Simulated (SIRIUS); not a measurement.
Set-up for a self-consistent single point of Ge (P6_3/mmc, 8 atoms in the cell; from Materials Project mp-1091415, changed as shown).

```yaml
crystal:
  lattice:
    - [4.01846, 0.00000, 0.00000]
    - [-2.00923, 3.48008, 0.00000]
    - [0.00000, 0.00000, 13.20711]
  atoms:
    - { symbol: Ge, position: [0.00000, 0.00000, 0.40685] }
    - { symbol: Ge, position: [0.00000, 0.00000, 0.59315] }
    - { symbol: Ge, position: [0.00000, 0.00000, 0.90685] }
    - { symbol: Ge, position: [0.00000, 0.00000, 0.09315] }
    - { symbol: Ge, position: [0.33333, 0.66667, 0.34406] }
    - { symbol: Ge, position: [0.66667, 0.33333, 0.65594] }
    - { symbol: Ge, position: [0.66667, 0.33333, 0.84406] }
    - { symbol: Ge, position: [0.33333, 0.66667, 0.15594] }
```

Computed with PBEsol, PseudoDojo 0.4 standard norm-conserving PBEsol (tails mended) pseudopotentials (plane waves; SIRIUS).

SIRIUS settings:

```
key                                                                                                              value
--------------------------------------  ------------------------------------------------------------------------------
parameters.ngridk                                                                                                4 4 1
parameters.xc_functionals                                                         [XC_GGA_X_PBE_SOL, XC_GGA_C_PBE_SOL]
parameters.gk_cutoff                                                                                      8.832 1/bohr
parameters.pw_cutoff                                                                                     17.664 1/bohr
parameters.smearing                                                                                               cold
parameters.smearing_width                                                                                0.00734986 Ha
potentials                              PseudoDojo 0.4 standard norm-conserving PBEsol (tails mended) pseudopotentials
parameters.electronic_structure_method                                                                 pseudopotential
parameters.num_bands                                                                                                67
parameters.num_mag_dims                                                                                              0
parameters.num_dft_iter                                                                                            100
parameters.energy_tol                                                                                         1e-07 Ha
parameters.density_tol                                                                                           1e-06
mixer.type                                                                                                    anderson
mixer.beta                                                                                                         0.3
mixer.use_hartree                                                                                                false
```

Results:

| Item | Value |
|---|---|
| Number of valence electrons | 112 |
| Number of bands | 67 |
| Number of k-points after the program's reduction | 4 |
| Number of plane waves (most at a k-point) | 14519 |
| Number of SCF iterations | 18 |
| FFT grid | 45 × 45 × 144 |
| Free energy E − TS | -19417.7808 eV |
| Pressure | 0.11 GPa |
| Largest force (vector length) | 0.052 eV/Å |

Forces (eV/Å):
```
atom     Fx     Fy      Fz
----  -----  -----  ------
Ge1   0.000  0.000   0.052
Ge2   0.000  0.000  -0.052
Ge3   0.000  0.000   0.052
Ge4   0.000  0.000  -0.052
Ge5   0.000  0.000  -0.028
Ge6   0.000  0.000   0.028
Ge7   0.000  0.000  -0.028
Ge8   0.000  0.000   0.028
```

Stress (GPa, positive for compression):
```
 1.08   0.00   0.00
 0.00   1.08   0.00
 0.00   0.00  -1.82
```

For comparison: a first run was changed to give this one (volume scaled by 0.99), and from it to this one the free energy stays essentially unchanged (within 1 meV/atom), the pressure goes from -0.44 to 0.11 GPa and the largest force goes from 0.045 to 0.052 eV/Å.

The structure comes from a collection of computed structures, made at another level of theory; the collection holds predicted forms beside known ones. Its lattice was then scaled. No clean gap shows at this smearing width and mesh (spacing up to 0.48 Å⁻¹); the mesh is coarse for partly filled bands, so the values carry mesh errors. Semi-local functionals can close small gaps.

Cost on one core: about 4 core-minutes (a rough figure).

“Tails mended”: in these copies of the files the far tail of each local potential was reset to the Coulomb form.
